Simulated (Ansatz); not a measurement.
CrB2 (MoSi2 or CaC2 type, space group No. 139), DFT-PBE in the program Ansatz with PAW potentials, all energies at zero smearing, with the estimated change up to a 700 eV cutoff added, with one set of potentials and settings (totals compare only within such a set). Cell of 3 atoms (1 Cr, 2 B): -3688.606 eV.

| element | reference phase | E (eV/atom) |
|---|---|---|
| Cr | Im-3m, 2 atoms in the cell, spin-polarised | -3377.7566 |
| B | R-3m, 12 atoms in the cell | -155.9170 |

Formation energy per atom, worked out: (-3688.606 − 1×(-3377.7566) − 2×(-155.9170))/3 = 0.328 eV/atom (32 kJ per mol of atoms), at 0 K, without zero-point energy or fitted corrections.

Space group I4/mmm (MoSi2 or CaC2 type). The cell is a constructed one: a structure type filled with these elements; neither database checked (COD, Materials Project) lists it. COD files the formula under space group No. 191, so this cell is another polymorph or a model. Its standing as an ambient phase is unchecked. Symmetry was held in the PBE relaxation; its stability against distortions is not shown here. The workflow began spin-polarised and lost its moments. The cell computed holds one magnetic atom, so no antiferromagnetic order was within reach. The references are the lowest solids computed at this level, not always the standard phases.

Potentials: the earlier of the program's two PAW sets.
